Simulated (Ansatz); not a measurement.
Relaxation of a generated cell, Be placed in the AFLOW prototype A_tI4_139_e (as in Si); 2 atoms in the cell, which starts as I4/mmm (No. 139), tI4; a = 2.560 Å, b = 2.560 Å, c = 4.972 Å, α = 90.00°, β = 90.00°, γ = 90.00°. These are PBEsol (plane waves to 420 eV, PAW, scalar-relativistic; Ansatz, a program for electronic structure) values and carry that method's errors. Γ-centred k-mesh 18×18×18 on the run's cell (coarser than for final values), Fermi–Dirac smearing 0.05 eV. This is the first round of the run. 

The optimiser's lines from the output (shortened; P is positive under compression):

```
relax step   1: F+E_penalty+E_count = -178.19295764 eV  Δ(F+E_penalty+E_count) = +0.000e0 eV  max|allowed force component| = 1.794e0 eV/Å  Δτ_max = 0.0000 Å  P = +31.735 GPa  Ω = 16.297 Å³  (6 SCF iters, dr2 threshold 1.00e-7 eV, accepted)
relax step   2: F+E_penalty+E_count = -178.53037648 eV  Δ(F+E_penalty+E_count) = -3.374e-1 eV  max|allowed force component| = 8.283e-1 eV/Å  Δτ_max = 0.0134 Å  P = +21.093 GPa  Ω = 17.448 Å³  (5 SCF iters, dr2 threshold 2.00e-7 eV, accepted)
relax step   3: F+E_penalty+E_count = -178.74624389 eV  Δ(F+E_penalty+E_count) = -2.159e-1 eV  max|allowed force component| = 2.302e-1 eV/Å  Δτ_max = 0.0090 Å  P = +13.108 GPa  Ω = 18.616 Å³  (5 SCF iters, dr2 threshold 2.00e-7 eV, accepted)
relax step   4: F+E_penalty+E_count = -178.87687207 eV  Δ(F+E_penalty+E_count) = -1.306e-1 eV  max|allowed force component| = 8.076e-2 eV/Å  Δτ_max = 0.0029 Å  P = +7.582 GPa  Ω = 19.627 Å³  (5 SCF iters, dr2 threshold 2.00e-7 eV, accepted)
relax step   5: F+E_penalty+E_count = -178.98538229 eV  Δ(F+E_penalty+E_count) = -1.085e-1 eV  max|allowed force component| = 2.396e-1 eV/Å  Δτ_max = 0.0231 Å  P = +5.041 GPa  Ω = 20.044 Å³  (4 SCF iters, dr2 threshold 2.00e-7 eV, accepted)
relax step   6: F+E_penalty+E_count = -179.10259437 eV  Δ(F+E_penalty+E_count) = -1.172e-1 eV  max|allowed force component| = 3.584e-1 eV/Å  Δτ_max = 0.0232 Å  P = +2.643 GPa  Ω = 20.339 Å³  (4 SCF iters, dr2 threshold 2.00e-7 eV, accepted)
relax step   7: F+E_penalty+E_count = -179.22913734 eV  Δ(F+E_penalty+E_count) = -1.265e-1 eV  max|allowed force component| = 3.003e-1 eV/Å  Δτ_max = 0.0295 Å  P = +0.580 GPa  Ω = 20.412 Å³  (4 SCF iters, dr2 threshold 2.00e-7 eV, accepted)
relax step   8: F+E_penalty+E_count = -179.37887265 eV  Δ(F+E_penalty+E_count) = -1.497e-1 eV  max|allowed force component| = 2.301e-1 eV/Å  Δτ_max = 0.0392 Å  P = -0.759 GPa  Ω = 19.998 Å³  (5 SCF iters, dr2 threshold 2.00e-7 eV, accepted)
relax step   9: F+E_penalty+E_count = -179.55576137 eV  Δ(F+E_penalty+E_count) = -1.769e-1 eV  max|allowed force component| = 5.767e-2 eV/Å  Δτ_max = 0.0389 Å  P = -1.809 GPa  Ω = 19.368 Å³  (5 SCF iters, dr2 threshold 2.00e-7 eV, accepted)
relax step  10: F+E_penalty+E_count = -179.68862573 eV  Δ(F+E_penalty+E_count) = -1.329e-1 eV  max|allowed force component| = 2.814e-1 eV/Å  Δτ_max = 0.0374 Å  P = +0.324 GPa  Ω = 18.162 Å³  (5 SCF iters, dr2 threshold 2.00e-7 eV, accepted)
relax step  11: F+E_penalty+E_count = -179.71136908 eV  Δ(F+E_penalty+E_count) = -2.274e-2 eV  max|allowed force component| = 1.206e-1 eV/Å  Δτ_max = 0.0030 Å  P = +0.499 GPa  Ω = 17.920 Å³  (5 SCF iters, dr2 threshold 2.00e-7 eV, accepted)
relax step  12: F+E_penalty+E_count = -179.71381267 eV  Δ(F+E_penalty+E_count) = -2.444e-3 eV  max|allowed force component| = 3.928e-2 eV/Å  Δτ_max = 0.0059 Å  P = -0.097 GPa  Ω = 18.104 Å³  (4 SCF iters, dr2 threshold 2.00e-7 eV, accepted)
relax step  13: F+E_penalty+E_count = -179.71394461 eV  Δ(F+E_penalty+E_count) = -1.319e-4 eV  max|allowed force component| = 1.766e-3 eV/Å  Δτ_max = 0.0020 Å  P = -0.025 GPa  Ω = 18.105 Å³  (4 SCF iters, dr2 threshold 1.14e-7 eV, accepted)
relax step  14: F+E_penalty+E_count = -179.71394535 eV  Δ(F+E_penalty+E_count) = -7.465e-7 eV  max|allowed force component| = 3.561e-5 eV/Å  Δτ_max = 0.0001 Å  P = -0.005 GPa  Ω = 18.102 Å³  (3 SCF iters, dr2 threshold 4.99e-9 eV, accepted)
relax step  15: F+E_penalty+E_count = -179.74244070 eV  Δ(F+E_penalty+E_count) = -2.850e-2 eV  max|allowed force component| = 2.451e-2 eV/Å  Δτ_max = 0.0000 Å  P = +0.815 GPa  Ω = 18.102 Å³  stress off target by 2.35e0 GPa  SCF on the basis re-selected at this cell (its energy is not comparable with the rows above)  (6 SCF iters)
relax step  16: F+E_penalty+E_count = -179.74341959 eV  Δ(F+E_penalty+E_count) = -9.789e-4 eV  max|allowed force component| = 2.170e-3 eV/Å  Δτ_max = 0.0018 Å  P = +0.057 GPa  Ω = 18.244 Å³  (4 SCF iters, dr2 threshold 2.00e-7 eV, accepted)
relax step  17: F+E_penalty+E_count = -179.74342360 eV  Δ(F+E_penalty+E_count) = -4.008e-6 eV  max|allowed force component| = 1.528e-4 eV/Å  Δτ_max = 0.0002 Å  P = +0.002 GPa  Ω = 18.255 Å³  (2 SCF iters, dr2 threshold 6.42e-8 eV, accepted)
relax step  18: F+E_penalty+E_count = -179.74343864 eV  Δ(F+E_penalty+E_count) = -1.504e-5 eV  max|allowed force component| = 5.980e-5 eV/Å  Δτ_max = 0.0000 Å  P = +0.002 GPa  Ω = 18.255 Å³  stress off target by 7.06e-3 GPa  SCF on the basis re-selected at this cell (its energy is not comparable with the rows above)  (5 SCF iters)
```

From the first to the last row the energy changes by -0.78 eV/atom and the volume by +12.0 %. The last row is marked as not comparable with the walk above it, whose basis was carried along; it does compare with step 1, since both stand on a basis selected at the nominal cutoff for their own cell.

Energy and pressure jump between steps 14 and 15 at one geometry, where the plane-wave basis was selected anew. While the cell walks, the set of plane waves is carried along, so its effective cutoff drifts with the strain; re-selecting it at 420 eV moved the energy by -0.014 eV/atom and the pressure by 0.8 GPa. Only step 1 and rows on a re-selected basis compare with each other.

Later rounds, restarted from the end of this one on a renewed k-mesh, logged 8 more steps and released under 0.01 eV/atom more. The final structure after all rounds: I4/mmm (No. 139), tI4; a = b = 2.2173 Å, c = 7.4182 Å, α = β = γ = 90.00°. Between re-selections the logged energies stand on a plane-wave basis carried along with the cell. No spin polarisation in the result.

The run could not lose the symmetry of its start, so the end can be a saddle point.

The relaxed structure here is a generated cell of Be: the first start was made by placing the elements on the sites of a structure type, and the end was not matched to a known phase here, so it may be hypothetical. Known forms of Be include space group No. 194.
